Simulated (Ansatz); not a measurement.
ScCuO2:
Space group R-3m, hexagonal axes (No. 166); a = b = 3.216 Å, c = 17.032 Å, α = β = 90.00°, γ = 120.00°

| atom | site | symmetry | x | y | z |
|---|---|---|---|---|---|
| Sc | 3b | -3m | 0.0000 | 0.0000 | 0.5000 |
| Cu | 3a | -3m | 0.0000 | 0.0000 | 0.0000 |
| O | 6c | 3m | 0.0000 | 0.0000 | 0.1070 |
(The calculation used a cell of 4 atoms; values per cell refer to that cell.)

Relaxed with r²SCAN.

Task: Tabulate the valence density and the electron localisation function along the shortest Cu–O contact (1.82 Å), the program Ansatz at the r²SCAN level (PAW).

Result: 

```csv
distance from Cu (Å),density (e/Å³),ELF
0.18,50.73,0.87
0.27,34.11,0.77
0.36,20.11,0.60
0.46,10.79,0.41
0.55,5.49,0.25
0.64,2.80,0.16
0.73,1.54,0.12
0.82,1.00,0.13
0.91,0.86,0.24
1.00,0.97,0.47
1.09,1.26,0.70
1.18,1.77,0.81
1.28,2.58,0.81
1.37,3.65,0.77
1.46,4.82,0.67
1.55,5.91,0.53
1.64,6.76,0.37
```

The density is the valence pseudo-density with augmentation charge, so density and ELF within about 1 Å of a nucleus are not all-electron values.

The workflow started from a Materials Project entry (that database holds measured and hypothetical structures alike); the Crystallography Open Database files this formula in space group No. 166, but the cells were not matched. Its standing as an ambient phase is unchecked. The r²SCAN relaxation kept the symmetry of its start; whether a distortion lowers the energy is not shown. The run is not spin-polarised. No Hubbard U is applied.

Potentials: the later of the program's two PAW sets.
